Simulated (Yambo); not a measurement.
A BSE run in Yambo for K₂MgH₄ (space group I4/mmm, No. 139) (PBEsol bands; 6×6×6 mesh, 4 valence and 10 conduction bands, static screening with 56 bands and a 3 Ry block, scissor 2.32 eV, Tamm-Dancoff; field along x) gives:

```csv
state,energy (eV),states within 2 meV,relative strength,class
1,5.32,2,< 0.01,dark
2,5.46,1,< 0.01,dark
3,5.54,1,< 0.01,dark
4,5.58,2,1.00,strong
5,5.62,1,< 0.01,dark
```

Axes are Cartesian, with cell vectors (Å) (-2.00, 2.00, 6.78), (2.00, -2.00, 6.78), (2.00, 2.00, -6.78).

Question: What changes when the light is polarised along z instead?

Answer: The energies stay; the strengths change. The first strong state is now at 5.46 eV instead of 5.58 eV.
```csv
state,energy (eV),states within 2 meV,relative strength,class
1,5.32,2,< 0.01,dark
2,5.46,1,1.00,strong
3,5.54,1,< 0.01,dark
4,5.58,2,< 0.01,dark
5,5.62,1,< 0.01,dark
```
Each run's strengths are scaled to its own strongest state. These are vertical excitations (zero momentum); the indirect quasiparticle gap, about 5.46 eV, is smaller than the direct one (6.00 eV on the GW mesh). The scissor comes from a G0W0 run whose convergence isn't established.

Geometry of the Materials Project entry, not relaxed at this level; primitive cell a = b = c = 7.345 Å, α = β = 148.33°, γ = 45.40°.
